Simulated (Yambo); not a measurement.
```
CELL_PARAMETERS angstrom
      3.36536     0.00000     0.11653
      0.00000     3.44084     0.00000
     -1.36352     0.00000     5.12266
ATOMIC_POSITIONS crystal
  H  0.99764 0.25000 0.41938
  H  0.00236 0.75000 0.58062
  O  0.19522 0.75000 0.74581
  O  0.80478 0.25000 0.25419
  Na 0.68897 0.25000 0.80639
  Na 0.31103 0.75000 0.19361
```

Response from Yambo on norm-conserving PBEsol (Quantum ESPRESSO, 88 Ry, scalar-relativistic) bands: 8×8×4 mesh, 51 bands, 3 Ry local-field block, 0.2 eV broadening.

Question: Give the static electronic dielectric constant without and with local fields along each axis.

Answer: 
```
field along  ε(0), independent particles  ε(0), RPA with local fields  refractive index √ε
-----------  ---------------------------  ---------------------------  -------------------
x                                   2.45                         2.29                 1.51
y                                   2.57                         2.47                 1.57
z                                   2.57                         2.30                 1.52
```
Electronic (clamped-ion) response only. PBEsol gaps are usually too small, which raises these values. Convergence of the RPA response with its 8×8×4 mesh was not tested. x, y and z are Cartesian axes of the cell as given.

Geometry relaxed with PBE+D3(BJ).
